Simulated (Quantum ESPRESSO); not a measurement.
Band energies of SrHg

```xyz
2
Lattice="3.9630 0.0000 0.0000 0.0000 3.9630 0.0000 0.0000 0.0000 3.9630" Properties=species:S:1:pos:R:3 pbc="T T T"
Sr     1.9815     1.9815     1.9815
Hg     0.0000     0.0000     0.0000
```

LDA (pw.x of Quantum ESPRESSO, ONCV potentials, scalar-relativistic); path ΓXMΓRX,MR; energies in eV from the Fermi level.

```
k (1/Å)  point  band 11  band 12  band 13  band 14  band 15  band 16  band 17  band 18
-------  -----  -------  -------  -------  -------  -------  -------  -------  -------
0.00         Γ    -6.95    -6.95    -6.95    -6.82     1.60     1.60     4.07     4.07
0.45              -6.99    -6.99    -6.93    -5.87    -0.59     1.63     2.68     2.68
0.79         X    -7.01    -7.00    -6.92    -4.71    -2.50     1.66     2.20     2.20
1.02              -7.03    -6.96    -6.96    -4.66    -2.17     1.78     1.85     2.45
1.47              -7.08    -7.08    -6.73    -4.31    -0.25     0.12     1.70     3.99
1.59         M    -7.09    -7.09    -6.72    -4.27     0.01     0.01     1.50     4.19
1.99              -7.05    -7.01    -6.89    -4.93    -0.50     0.41     2.36     3.16
2.40              -6.99    -6.97    -6.95    -6.38     1.20     1.24     2.46     3.28
2.71         Γ    -6.95    -6.95    -6.95    -6.82     1.60     1.60     4.07     4.07
2.90              -6.96    -6.96    -6.95    -6.64     1.49     1.49     2.84     3.94
3.29              -7.06    -7.03    -7.03    -5.43     0.89     0.89     1.01     3.24
3.79              -7.11    -6.78    -6.78    -3.55    -0.52    -0.52     0.59     4.08
4.08         R    -7.12    -6.71    -6.71    -2.56    -0.87    -0.87    -0.87     5.28
4.18              -7.12    -6.72    -6.71    -2.77    -0.84    -0.82    -0.58     4.96
4.69              -7.04    -7.03    -6.86    -4.38    -1.21     0.68     2.67     2.74
5.10              -7.02    -6.99    -6.93    -4.70    -2.43     1.70     2.11     2.24
5.20         X    -7.01    -7.00    -6.92    -4.71    -2.50     1.66     2.20     2.20
5.20         M    -7.09    -7.09    -6.72    -4.27     0.01     0.01     1.50     4.19
5.50              -7.10    -7.02    -6.71    -4.00    -0.29    -0.29     2.18     2.85
5.99         R    -7.12    -6.71    -6.71    -2.56    -0.87    -0.87    -0.87     5.28
```

A metal at this level: along this path bands 15, 16, 17 cross the Fermi level.

Spin-orbit coupling is left out; for elements this heavy it splits bands near the Fermi level.

Geometry of the Materials Project entry, not relaxed at this level.
